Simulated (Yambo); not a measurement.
SrCd2P2 (space group P-3m1, No. 164), G0W0@LDA in Yambo; all else as in the reference (3×3×2 Γ-centred k mesh, bands 9 to 230 and a 8 Ry block in the screening, 230 bands in G with the Bruneval-Gonze terminator, plasmon pole fitted at 27.2 eV). One parameter is varied: the cutoff of the exchange sum, over 5, 10, 20, 40, 102 Ry.

### Question
From which value on does the gap Γ → Γ stay within 0.05 eV of the largest setting?

### Answer
From 40 Ry on.
```csv
cutoff of the exchange sum (Ry),G0W0 gap (eV),valence shift (eV)
5,0.83,0.44
10,1.05,-0.04
20,1.20,-0.37
40,1.28,-0.53
102,1.31,-0.57
```
The last step of the sweep still moves the gap by 28 meV; the other settings are held fixed.

Spin-orbit coupling is not included.

Geometry of the Materials Project entry, not relaxed at this level; primitive cell a = b = 4.3595 Å, c = 7.3115 Å, α = β = 90.00°, γ = 120.00°.

The structure is a Materials Project entry; no match was found in the copy of COD used, and its stability was not checked.

A shift is the quasiparticle energy of the state minus its LDA energy.
